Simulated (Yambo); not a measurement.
Yambo run on TiO₂ (space group I4/m, No. 87). The wavefunctions are PBEsol (pw.x of Quantum ESPRESSO, ONCV potentials, without SOC) ones on a 4×4×4 mesh (48 occupied bands); a = 6.436 Å, b = 6.436 Å, c = 6.436 Å, α = 94.93°, β = 94.93°, γ = 145.89°.

Yambo input:

```
rim_cut
gw0
dyson
el_el_corr
HF_and_locXC
ppa
em1d
RandQpts= 1000000
RandGvec= 1 Ry
EXXRLvcs= 84 Ry
VXCRLvcs= 336 Ry
Chimod= "HARTREE"
% BndsRnXp
 5 | 86 |
%
NGsBlkXp= 6 Ry
% LongDrXp
 1.0 | 1.0 | 1.0 |
%
PPAPntXp= 27.2114 eV
% GbndRnge
 1 | 86 |
%
GTermKind= "BG"
DysSolver= "n"
ExtendOut
% QPkrange
 1 | 1 | 48 | 49 |
 13 | 13 | 48 | 48 |
%
```

k points by index: 1 = Γ, 13 = M.

The o-*.qp file then holds:

```
#    K-point    Band    Eo [eV]    E [eV]    E-Eo [eV]    Vxc [eV]    Vnlxc [eV]    Sc|Eo [eV]    Sc|E [eV]    dSc/dw|Eo [eV]    Re(Z)    Im(Z)
#
    1    48    -0.700269    -0.846445    -0.146176    -19.24061    -24.33887    4.901346    4.952083    -9.431662    0.742602    -0.001920
    1    49    1.592067    3.241737    1.649670    -18.71220    -11.54000    -5.037501    -5.522521    -7.999450    0.772809    -0.001698
    13    48    0.000000    -0.069713    -0.069713    -20.05485    -24.90262    4.754039    4.778059    -9.350099    0.744259    -0.001904
```
(The two width columns are left out.) Convergence of these settings isn't established.

Geometry of the Materials Project entry, not relaxed at this level.

This is not the ordinary phase of the substance; no match was found in the copy of COD used, and its stability was not checked.
